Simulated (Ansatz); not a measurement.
## K2ZnH4I4O14 — 41K nuclear quadrupole resonance

Cell: a refined structure from the COD, ions relaxed with PBE at fixed cell.

Space group C2 (No. 5); a = 13.8044, b = 7.7285, c = 8.2860 Å, β = 126.57°.

```
site  Wyckoff  site symmetry       x       y       z
  K1       2a              2  0.5000  0.9997  0.0000
  K2       2a              2  0.5000  0.5240  0.0000
  Zn       2b              2  0.5000  0.4582  0.5000
  H4       4c              1  0.4525  0.1244  0.3718
  H6       4c              1  0.4509  0.7879  0.5290
  I8       4c              1  0.2401  0.7675  0.9869
 I10       4c              1  0.7765  0.7800  0.5172
 O12       4c              1  0.3190  0.7580  0.8705
 O14       4c              1  0.3405  0.2648  0.7848
 O16       4c              1  0.6398  0.0770  0.8645
 O18       4c              1  0.6307  0.8817  0.4138
 O20       4c              1  0.8580  0.9794  0.5349
 O22       4c              1  0.1250  0.9347  0.8317
 O24       2b              2  0.5000  0.7175  0.5000
 O25       2b              2  0.5000  0.1931  0.5000
```

One atom of each set is listed; the run and its k-mesh use a cell of 25 atoms with edges of 7.91, 7.91, 8.29 Å.

All values are calculated (Ansatz; DFT, PBE, plane waves and PAW, scalar-relativistic, 420 eV cutoff, Γ-centred 3×3×3 k-points, Fermi–Dirac smearing 0.02 eV), not measured.

41K: I = 3/2, Q = 73.40 mb (year-2017 value). Static lattice, zero field.

Sites with a gradient: K1 (1 atom; 8 O at 2.75–2.91 Å); K2 (1 atom; 8 O at 2.71–3.13 Å).

Task: The simulated spectrum has lines at 1.29, 1.52 MHz. Sort them into the sets that belong together, and say which site each set most likely comes from.

Result: For I = 3/2 there is one line, ν = (|C_Q|/2)(1 + η²/3)^½. K1: 1.29 MHz (|C_Q| = 2.57 MHz, η = 0.00). K2: 1.52 MHz (|C_Q| = 2.86 MHz, η = 0.61).

The sites follow from the calculation. Like point charges on the first shell alone (each adding as 1/d³) would put K1 above K2: the covalent part of each bond and the atoms beyond the first shell count as well.

The relaxation (11 steps) took 4.6 min of wall time (4.6 min of CPU time) and 0.96 GiB at its peak, on 1 thread of Intel Xeon 6975P-C (Granite Rapids) (x86_64; 44 cores open to the job, memory cap 3.0 GiB, no GPU), a shared host with a load of 0.8 a core.
